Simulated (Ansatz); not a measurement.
Simulated powder pattern, Co Kα, λ = 1.79026 Å (kinematic, ideal powder, no thermal factors, no anomalous dispersion; the 30 strongest lines at most, above 1 %, up to 2θ = 90°):

```csv
2θ (°),I/Imax (%)
25.56,6.6
31.49,92
32.65,100
39.77,86
40.98,3.3
49.74,9.5
52.51,16
53.95,13
56.81,17
61.63,3.3
61.70,20
62.52,17
63.81,15
65.74,8.8
66.87,13
69.40,3.2
75.23,11
75.78,18
79.60,1.6
83.13,1.5
86.10,5.0
88.88,6.8
```

The pattern belongs to a structure relaxed with plane-wave PAW PBE+D3(BJ) (Ansatz code).

Which of these materials gives this?
A) Al, fcc (Cu type)
B) Cl, molecular I2 type
C) Ca, fcc (Cu type)
D) Rh, fcc (Cu type)

B, Cl, molecular I2 type

Give the lattice parameters.

a = 6.597 Å, b = 4.070 Å, c = 8.095 Å.

Space group Cmce (molecular I2 type). Symmetry was held in the PBE+D3(BJ) relaxation. The substance is a gas or liquid at ambient conditions; this is its low-temperature solid.

Potentials: the later of the program's two PAW sets.
